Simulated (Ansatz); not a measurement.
# Phases of Ru at 510 GPa

Structure types of Ru are relaxed in primitive cells with their symmetry kept at 510 GPa, first on PAW files, then by LAPW. The enthalpy is E + pV at zero temperature, without zero-point motion. Only the types listed were tried, and differences under about 5 meV/atom are mesh noise. Not among the end structures: fcc, which may lie lower.

Computed with Ansatz 0.2.0; functional LDA, scalar-relativistic. Settings: Fermi–Dirac smearing of 0.1 eV, no spin polarisation. Methods: LAPW: all electrons, basis error target 0.5 meV/atom; PAW: frozen-core files, cutoff 420 eV.

k meshes: bcc 21×21×21, hcp 20×20×11, beta tin 20×20×20, omega 10×10×14, simple hexagonal 20×20×19.

The PAW files were made under PBE.

Task: Which type is lowest in enthalpy, and by how much?

Result: hcp, 688 meV/atom below omega. The whole table:

```json
{"start type": "bcc", "ends as": "bcc, Im-3m", "a, b, c (Å)": "2.541, 2.541, 2.541", "V (Å³/atom)": "8.20", "H − H(lowest), LAPW (meV/atom)": "1105.8", "same, PAW": "1107.0"}
{"start type": "hcp", "ends as": "hcp, P6_3/mmc", "a, b, c (Å)": "2.271, 2.271, 3.645", "V (Å³/atom)": "8.14", "H − H(lowest), LAPW (meV/atom)": "0.0", "same, PAW": "0.0"}
{"start type": "beta tin", "ends as": "beta tin, I4_1/amd", "a, b, c (Å)": "3.983, 3.983, 2.139", "V (Å³/atom)": "8.48", "H − H(lowest), LAPW (meV/atom)": "2940.4", "same, PAW": "2937.2"}
{"start type": "omega", "ends as": "omega, P6/mmm", "a, b, c (Å)": "3.595, 3.595, 2.201", "V (Å³/atom)": "8.21", "H − H(lowest), LAPW (meV/atom)": "687.6", "same, PAW": "687.1"}
{"start type": "simple hexagonal", "ends as": "simple hexagonal, P6/mmm", "a, b, c (Å)": "2.181, 2.181, 2.034", "V (Å³/atom)": "8.38", "H − H(lowest), LAPW (meV/atom)": "2303.7", "same, PAW": "2296.5"}
```

Task: Split the lead of hcp over omega into energy and pV.

Result: For omega less hcp: ΔE = +461.5 meV/atom, and p·ΔV = 510 GPa × +0.0710 Å³ × 6.242 meV/(GPa·Å³) = +226.1 meV/atom, together 687.6 meV/atom. hcp wins on both counts.
